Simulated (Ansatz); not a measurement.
Values for one crystal, relaxed and computed with DFT-PBEsol in the program Ansatz with PAW potentials; other levels are named.

- Volume per atom = 14.98 Å³
- Electronic character = metallic (no gap)
- Bulk modulus (Birch–Murnaghan fit) = 1560 kbar
- Elastic constants (relaxed ions, GPa) = C11 = 347, C12 = 60.4, C44 = -78.1
- Gap with spin–orbit coupling = none (metallic)
- Density of states at the Fermi level = 1.1 states/eV per atom (mean over ±0.08 eV)
- Pressure derivative B′ = 4.3

Task: Which of these materials gives this?
A. TiAl, R-3m (Al on 3a, Ti on 3b)
B. GaCo, CsCl type
C. AlRu, rock salt
D. YAl3, P6_3/mmc (Y on 2d, Al on 6h)

Result: C, AlRu, rock salt

Space group Fm-3m (rock salt). The start of the workflow was typed in or built on a structure type; neither database checked (COD, Materials Project) lists it. COD files the formula under space group No. 221, so this cell is another polymorph or a model. Its standing as an ambient phase is unchecked. Symmetry was held in the PBEsol relaxation. At this level the phase is mechanically unstable. No spin polarisation was allowed. Its formation energy is positive at this level, so the cell may be metastable or incomplete. As this level gives no gap, shear constants depend on the k-mesh and smearing (Fermi–Dirac, 0.1 eV here). Spin–orbit coupling is left out wherever it is not named.

Potentials: the later of the program's two PAW sets.
